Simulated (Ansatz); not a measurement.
**5 guesses for Te2I3 and where they end**

All numbers below come from Ansatz 0.2.0, DFT PBE, scalar-relativistic, plane waves, PAW. All cells share a 420 eV cutoff and Γ-centred k meshes spaced at most about 0.3 Å⁻¹ (about 0.25 or finer for metals, 2π included). No spin polarisation in the final relaxations.

Each guess was relaxed in cell and atoms at zero pressure, within the symmetry of its start. These are static total energies at zero pressure. Coordination counts I atoms around Te (those within 1.25 times the shortest such distance or 1.15 times the sum of covalent radii; the shortest distance is added where it is long for a bond; a slash parts the counts of unlike sites).

```tsv
guess	made from	start group	V start (Å³/atom)	end group	V end (Å³/atom)	coordination at the end	gap on mesh (eV)	E over the lowest end (meV/atom)
1	random cell	P6/mmm	45.6	?	?	?	?	?
2	Ni3Se2 type	R32	36.2	R-3m	43.4	Te 3	0	0
3	random cell	Pm-3m	41.7	Pm-3m	43.0	Te 6/12 from 4.2 Å	0	358
4	Ni3Se2 type	R32	35.3	R32	54.8	Te 3	0	254
5	random cell	P4mm	44.0	P4mm	43.8	Te 1	0	85
```

Guess 1 as it starts:

```
CELL_PARAMETERS angstrom
6.58117 0.00000 0.00000
-3.29059 5.69946 0.00000
0.00000 0.00000 6.07382
ATOMIC_POSITIONS crystal
Te 0.33333 0.66667 0.50000
Te 0.66667 0.33333 0.50000
I 0.50000 0.00000 0.00000
I 0.00000 0.50000 0.00000
I 0.50000 0.50000 0.00000
```

Problem. Predict the end of this guess and its energy over the lowest end.

Solution. It ends in space group P6/mmm (No. 191), with a = 8.386 Å, c = 4.315 Å, 52.6 Å³/atom and no gap. It lies 86 meV/atom over the lowest end, within the noise of guess 5 and below guess 4. Counting I atoms around Te, this end has Te 6 and the lowest (guess 2) has Te 3.

```
Te I
1.0
     8.38569    0.00000    0.00000
    -4.19284    7.26222    0.00000
     0.00000    0.00000    4.31478
Te I
2 3
Cartesian
  0.0000 4.8415 2.1574
  4.1928 2.4207 2.1574
  4.1928 0.0000 0.0000
  -2.0964 3.6311 0.0000
  2.0964 3.6311 0.0000
```

The zero of energy is the elements' standard structures at the same level; no fitted shifts are applied.

Problem. Is the lowest end bound against the elements?

Solution. No: its formation energy is +0.06 eV/atom. It can't be a ground state, since the elements alone are lower.

The k mesh leaves some 4 meV/atom of noise in the energy of each metallic cell. Weakly bound directions are ill-defined at this level, which has no dispersion term (P4mm, R32), and this can change margins and order among such cells. Spin–orbit coupling, which can matter for I and Te, is left out. In R-3m, P4mm, P6/mmm, R32, Pm-3m an odd number of electrons in the primitive cell allows no gap without spin; a larger cell or a magnetic state could open one. A magnetic state wasn't ruled out in cells without spin, among them R-3m, P4mm, P6/mmm, R32, Pm-3m. The reference forms of I and Te are held partly by dispersion forces, which this level lacks. Cells relaxed within their symmetry can be saddle points. A lower structure may well exist outside this small set. Some types were kept out of the candidates beforehand, so the set may lack a known form.
